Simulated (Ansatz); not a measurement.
NbRu (rock salt, Fm-3m) at seven volumes, the program Ansatz at the PBE level (PAW), scaled uniformly. One row is withheld.

| V (Å³/atom) | P (GPa) |
|---|---|
| 15.944 | 21.72 |
| 16.470 | 13.29 |
| 16.995 | 6.11 |
| 17.521 | 0.00 |
| 18.047 | -5.21 |
| 18.572 | ? |
| 19.098 | -13.41 |

Q: Fit the shown pressures and predict the withheld one.

A: P = (3/2)B₀(x^(7/2) − x^(5/2))[1 + (3/4)(B′ − 4)(x − 1)] with x = (V₀/V)^(2/3). Least squares on the six rows gives V₀ = 17.521 Å³/atom, B₀ = 188 GPa, B′ = 4.34. At V = 18.572, x = 0.9619 and P = -9.65 GPa. The run itself gave -9.64 GPa.

The start of the workflow was typed in or built on a structure type; neither database checked (COD, Materials Project) lists it. COD files the formula under space group No. 123, 221, so this cell is another polymorph or a model. Its standing as an ambient phase is unchecked. The PBE relaxation kept the symmetry of its start; its stability against distortions is not shown here. The run is not spin-polarised. Its formation energy is positive at this level, so the cell may be metastable or incomplete.

Potentials: the earlier of the program's two PAW sets.
